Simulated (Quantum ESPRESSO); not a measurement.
```
AlP
1.0
    0.00000     2.71366     2.71366
    2.71366     0.00000     2.71366
    2.71366     2.71366     0.00000
Al P
1 1
Direct
  0.00000   0.00000   0.00000
  0.25000   0.25000   0.25000
```

Cell and atoms were relaxed with LDA from Materials Project entry mp-1550, within its symmetry.

Problem. What does LDA (Quantum ESPRESSO, PseudoDojo norm-conserving, 48 Ry, scalar-relativistic) give for the electronic structure near the Fermi level?

Solution. The LDA gap is indirect, 1.42 eV, from Γ to X; the smallest direct gap is 3.24 eV.
